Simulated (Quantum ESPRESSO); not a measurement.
**Electric field gradients in MgI2 (changed cell)**

```
MgI2
1.0
    4.19568     0.00000     0.00000
   -2.09784     3.63357     0.00000
    0.00000     0.00000     7.10573
Mg I
1 2
Direct
  0.00000   0.00000   0.00000
  0.33333   0.66667   0.22845
  0.66667   0.33333   0.77155
```
The cell was made here from a computed Materials Project entry: I2 and its equivalents moved by 0.04 Å along (0.00, 0.00, -1.00), space group kept. The parent is MgI2 in P-3m1; whether this form has been observed was not checked. Stability against distortions was not tested. The layers lie 3.9 Å apart; this gap hangs on dispersion, and neither it nor the stacking was checked against the measured crystal.

Principal values are ordered |Vxx| ≤ |Vyy| ≤ |Vzz|, η = (Vxx − Vyy)/Vzz, and C_Q = eQVzz/h is given by its size. Cores are frozen. I had no test against all-electron runs. Spin–orbit coupling is left out, a limit on I. Static lattice: thermal averaging is not included.

Quadrupole moments taken as inputs (sizes, barn, from the tables of PySCF and pymatgen): ²⁵Mg 0.199, ¹²⁷I 0.696.

Question: What do the calculations give at each independent site (field gradients by PBE PAW (JTH datasets; density from pw.x of a modified build of Quantum ESPRESSO, gradients reconstructed from it by a script), 20 Ha, k-mesh 6×6×3 through Γ)?

Answer: 
```csv
site,site symmetry,Vzz (10²¹ V/m²),η_Q,∣C_Q∣ (MHz)
Mg (atom 1),-3m,under 0.2,–,under 0.94 (²⁵Mg)
"I (atoms 2, 3)",3m,-7.67,0.00,129 (¹²⁷I)
```
